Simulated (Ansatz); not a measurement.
Relaxed Pb (fcc, Cu type):

```
CELL_PARAMETERS angstrom
      5.03412     0.00000     0.00000
      0.00000     5.03412     0.00000
      0.00000     0.00000     5.03412
ATOMIC_POSITIONS crystal
  Pb 0.00000 0.00000 0.00000
  Pb 0.50000 0.50000 0.00000
  Pb 0.50000 0.00000 0.50000
  Pb 0.00000 0.50000 0.50000
```

In this cell atom 2 (Pb, nearest neighbour Pb at 3.560 Å; its periodic images, 5.0 Å or more away, move with it) is moved by s along Cartesian [110], unit vector (0.707, 0.707, 0.000); all other atoms and the cell stay fixed.

Calculation: PBE (plane waves to 420 eV, PAW, scalar-relativistic; Ansatz, a quantum-chemistry and plane-wave program). k mesh 8×8×8 (Γ-centred), Fermi-Dirac smearing 0.05 eV. Energies are smeared free energies. Stress and pressure are positive under compression. With partly filled bands, energies and forces of such displacements shift with the k mesh and the smearing. F∥ is the force on the atom along that direction. On this mesh the relaxed cell isn't quite at rest: it carries a pressure of 0.2 GPa (compression positive) at the zero of the scan. Pb was relaxed with its symmetry unable to fall. Spin-orbit coupling is left out, though Pb is heavy. The PAW data are Ansatz's earlier set. The relaxed volume of Pb is well above the measured one; the method has no dispersion term. ΔE is measured from the undisplaced structure.

```
s (Å)   F∥ (eV/Å)  P (GPa)  ΔE (meV/cell)
------  ---------  -------  -------------
-0.360        ___      0.7            ___
-0.288      0.391      0.5             51
-0.216      0.270      0.4            ___
-0.144        ___      0.2             12
-0.072      0.081      0.2              3
0.000       0.000      0.2              0
0.072      -0.081      0.2              3
0.144         ___      0.2             12
0.216      -0.270      0.4            ___
0.288      -0.391      0.5             51
0.360         ___      0.7            ___
```

Question: Some entries are withheld; supply them.

Answer: 
- -0.360, F∥ (eV/Å): 0.547
- -0.360, ΔE (meV/cell): 85
- -0.216, ΔE (meV/cell): 28
- -0.144, F∥ (eV/Å): 0.170
- 0.144, F∥ (eV/Å): -0.170
- 0.216, ΔE (meV/cell): 28
- 0.360, F∥ (eV/Å): -0.547
- 0.360, ΔE (meV/cell): 85

(A displaced cell: forces are minus the slopes of the energy, force constants its curvatures, and phonons follow from these.)
